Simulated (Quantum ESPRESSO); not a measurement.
MoS₂ has the hexagonal space group P6₃/mmc (No. 194), Pearson symbol hP6. Cell: a = 3.156 Å, b = 3.156 Å, c = 12.118 Å, α = 90.00°, β = 90.00°, γ = 120.00°. S on 4f has 3 Mo at 2.401 Å (trigonal pyramidal). Mo on 2b sees 6 S at 2.401 Å (trigonal prismatic). (Neighbours: up to the widest gap in distance over summed covalent radii, below 1.35, at either atom; cation-cation contacts left out.)

Cell and atoms were relaxed with PBE+D3(BJ) from Materials Project entry mp-1018809, within its symmetry.

### Question
What does norm-conserving PBE (Quantum ESPRESSO, 80 Ry, without SOC) give for the electronic structure near the Fermi level?

### Answer
The PBE gap is indirect, 0.82 eV, from Γ to 43 % of the way from K to Γ; the smallest direct gap is 1.73 eV. Spin-orbit splittings are left out.

The layers are not stacked as in the ordinary crystal (cation over anion).
